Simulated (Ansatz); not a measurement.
Relaxed-ion elastic tensor of Al₂Au (fluorite or antifluorite type, Fm-3m) in GPa (Voigt order), the program Ansatz at the r²SCAN level (PAW); density 7.68 g/cm³, 18.09 Å³ per atom.

|  | 1 | 2 | 3 | 4 | 5 | 6 |
|---|---|---|---|---|---|---|
| 1 | 160 | 97.4 | 97.4 | 0.0 | 0.0 | 0.0 |
| 2 | 97.4 | 160 | 97.4 | 0.0 | 0.0 | 0.0 |
| 3 | 97.4 | 97.4 | 160 | 0.0 | 0.0 | 0.0 |
| 4 | 0.0 | 0.0 | 0.0 | 56.6 | 0.0 | 0.0 |
| 5 | 0.0 | 0.0 | 0.0 | 0.0 | 56.6 | 0.0 |
| 6 | 0.0 | 0.0 | 0.0 | 0.0 | 0.0 | 56.6 |

**Question.** Is the crystal mechanically stable?

**Answer.** Yes: the smallest eigenvalue of C is 56.6 GPa.

**Question.** Work out the Voigt, Reuss and Hill averages.

**Answer.** K_V = 118, K_R = 118, K_H = 118; G_V = 46.5, G_R = 42.8, G_H = 44.7 GPa.

**Question.** Give Young's modulus, Poisson's ratio, Pugh's ratio and the universal anisotropy index.

**Answer.** E = 9KG/(3K + G) = 119 GPa; ν = 0.33; K/G = 2.65 (ductile by the Pugh limit of 1.75); A_U = 5G_V/G_R + K_V/K_R − 6 = 0.43.

**Question.** Estimate the sound speeds and the Debye temperature.

**Answer.** v_l = √((K + 4G/3)/ρ) = 4810 m/s, v_t = √(G/ρ) = 2410 m/s, mean 2710 m/s; Θ = (h/k)(3n/4πV)^(1/3) v_m = 307 K.

**Question.** Give the Zener ratio and Young's modulus along [100], [110] and [111].

**Answer.** A = 2C44/(C11 − C12) = 1.81; 1/E = S11 − 2(S11 − S12 − S44/2)Γ with Γ = 0, 1/4, 1/3 gives 86.4, 125, 146 GPa.

Symmetry was held in the r²SCAN relaxation; of distortions, only those at the zone centre were tested. As this level gives no gap, shear constants depend on the k-mesh and smearing (Fermi–Dirac, 0.1 eV here). Scalar-relativistic: spin–orbit coupling is off unless named, which matters more the heavier the elements.

Potentials: the later of the program's two PAW sets.
